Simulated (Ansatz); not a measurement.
Space group Fm-3m (No. 225). a = 8.016 Å, b = 8.016 Å, c = 8.016 Å, α = 90.00°, β = 90.00°, γ = 90.00°
```
atom site symmetry x y z
  Ba    8c      -43m  0.2500  0.7500  0.7500
  Co    4a m-3m  0.0000  0.0000  0.0000
   W    4b m-3m  0.5000  0.0000  0.0000
   O   24e      4m.m  0.2590  0.0000  0.0000
```

Equation of state of this Ba₂CoWO₆ structure (not necessarily the ground state), with shape and atoms relaxed at each volume where symmetry leaves them free. It has no gap at any of these volumes. Computed with DFT PBEsol, scalar-relativistic, plane waves, PAW (Ansatz).

Plane waves to 420 eV, a k mesh through Γ of 8×8×8 on the computed 10-atom cell and Gaussian smearing (0.10 eV); collinear spin.

| V (Å³/atom) | E − E(largest V) (meV/atom) | P (GPa) |
| --- | --- | --- |
| 11.332 | 46.10 | 19.82 |
| 11.718 | 9.33 | 17.81 |
| 12.104 | -24.90 | 10.78 |
| 12.491 | -43.46 | 4.89 |
| 12.877 | -49.12 | 0.00 |
| 13.263 | -43.95 | -4.06 |
| 13.650 | -29.89 | -7.41 |
| 14.165 | 0.00 | -10.96 |

Question: Does one Birch–Murnaghan curve describe these points?

Answer: Not well: the fit leaves 1.68 meV/atom rms, which suggests a change of structure or state along the series.

Spin-orbit coupling is left out, which matters for the bands of heavy elements. The cell holds one magnetic atom, so it can only be ferromagnetic; an antiferromagnetic order may lie lower.

Cost: 8 runs of about 17 core-minutes in all, on Arm Neoverse V2 (shared hosts).